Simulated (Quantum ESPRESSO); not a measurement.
Electric field gradients in SnSe

```
SnSe
1.0
   11.66446     0.00000     0.00000
    0.00000     4.12625     0.00000
    0.00000     0.00000     4.70091
Sn Se
4 4
Cartesian
  7.21785   3.09469   1.77013
  4.44661   1.03156   2.93078
 10.27884   1.03156   4.12058
  1.38562   3.09469   0.58033
  1.73276   1.03156   2.39361
  9.93170   3.09469   2.30730
  4.09947   3.09469   0.04315
  7.56499   1.03156   4.65776
```
Geometry: a computed entry of the Materials Project; it was not checked against measured cells. It is SnSe in Pnma. Stability against distortions was not tested. Forces on the atoms reach 0.16 eV/Å at this level.

Computed: field gradients by the PAW reconstruction of the field gradient on a scalar-relativistic PBE ground state (a modified build of Quantum ESPRESSO, JTH datasets), 20 Ha, k-mesh 2×6×5 through Γ.

| site | site symmetry | Vzz (a.u.) | η_Q | ∣C_Q∣ (MHz) |
|---|---|---|---|---|
| Sn (atoms 1, 2, 3, 4) | m | -1.027 | 0.40 | – |
| Se (atoms 5, 6, 7, 8) | m | -0.819 | 0.04 | – |

Convention: |Vzz| is the largest principal value, η_Q = (Vxx − Vyy)/Vzz, |C_Q| = |eQVzz/h|. Cores are frozen. Sn, Se had no test against all-electron runs. Spin–orbit coupling is left out, a limit on Sn.
